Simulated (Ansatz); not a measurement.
Cu3O2 and the effect of the functional

The cell as given:

```cif
data_structure
_symmetry_space_group_name_H-M 'I4/mmm'
_symmetry_Int_Tables_number 139
_cell_length_a 4.0460
_cell_length_b 4.0460
_cell_length_c 7.3472
_cell_angle_alpha 90.000
_cell_angle_beta 90.000
_cell_angle_gamma 90.000
_cell_volume 120.27
loop_
_atom_site_label
_atom_site_type_symbol
_atom_site_symmetry_multiplicity
_atom_site_Wyckoff_symbol
_atom_site_fract_x
_atom_site_fract_y
_atom_site_fract_z
_atom_site_occupancy
Cu1 Cu 2 a 0.00000 0.00000 0.00000 1
Cu2 Cu 4 d 0.00000 0.50000 0.25000 1
O1 O 4 c 0.00000 0.50000 0.00000 1
```

The cell comes from a database or a generator and needn't be the stable form of this composition.

Kept alike: task relaxation of cell and atoms; k mesh 9 × 9 × 9; occupations fermi-dirac, width 0.05 eV; no spin polarisation. Program: Ansatz, Ansatz PAW. Cutoffs run from 420 to 500 eV. The mesh is that of the run's cell of 5 atoms. No spin-orbit coupling.

| run | volume (Å³/atom) |
| --- | --- |
| A | 11.593 |
| B | 11.442 |
| C | 12.140 |

The relaxations keep at least the cell's symmetry (I4/mmm). For a metal such a mesh leaves the last digits unconverged. Relaxations stop with a little pressure left, so the last digits of a volume or edge aren't settled. Ansatz's relaxations hold a Pulay term in the stress (up to 0.5 GPa here). All rows use potentials made for PBE.

Question: The runs differ in the functional (and the cutoff that goes with it) alone: PBE; PBEsol; r2SCAN. Which run is which?

Answer: Run A is r2SCAN; run B is PBEsol; run C is PBE. The volume runs from 11.442 (PBEsol) to 12.140 Å³/atom (PBE). From PBE: PBEsol -0.698; r2SCAN -0.547.
